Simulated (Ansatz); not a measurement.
Free-standing chains of the atoms of Sr, named by their start (strip: triangular double chain, ladder: square double chain); atoms and period are relaxed, and energies count from relaxed bulk Sr (Im-3m, not its usual structure, 55.60 Å³/atom, gap on the mesh 0.00 eV).

The calculation used DFT r2SCAN, scalar-relativistic, plane waves, PAW (Ansatz 0.2.0).

Cutoff 500 eV; k points 1×1×10 on the computed 2-atom cell (Γ-centred); Gaussian smearing, width 0.05 eV; collinear spin from starting moments 0.5 0.5 μB.

Start (zigzag chain):

```xyz
2
Lattice="10.7000 0.0000 0.0000 0.0000 9.3000 0.0000 0.0000 0.0000 6.7466" Properties=species:S:1:pos:R:3 pbc="T T T"
Sr    4.5067    4.6500    0.0000
Sr    6.1933    4.6500    3.3733
```

**Question.** Give the relaxed structure and its energy.

**Answer.** The free energy falls by 468 meV/atom. It ends far from its start (an atom moved by over half a bond, or the period changed much).

| Quantity | Value |
| --- | --- |
| excess energy (eV per host atom) | 1.125 |
| period (Å) | 4.155 |
| gap on the mesh (eV) | 0 |
| size of the moment (μB per cell) | 0.80 |

Relaxed structure:
```xyz
2
Lattice="10.7000 0.0000 0.0000 0.0000 9.3000 0.0000 0.0000 0.0000 4.1554" Properties=species:S:1:pos:R:3 pbc="T T T"
Sr    3.3276    4.6500    0.0000
Sr    7.3724    4.6500    2.0777
```

The vacuum is thin at the end. Each run keeps its start's symmetry and one magnetic start, so lower states can exist.

The run took 9.8 min on 2 threads of Intel(R) Xeon(R) 6975P-C (Granite Rapids) (shared host), peak memory 2.1 GiB.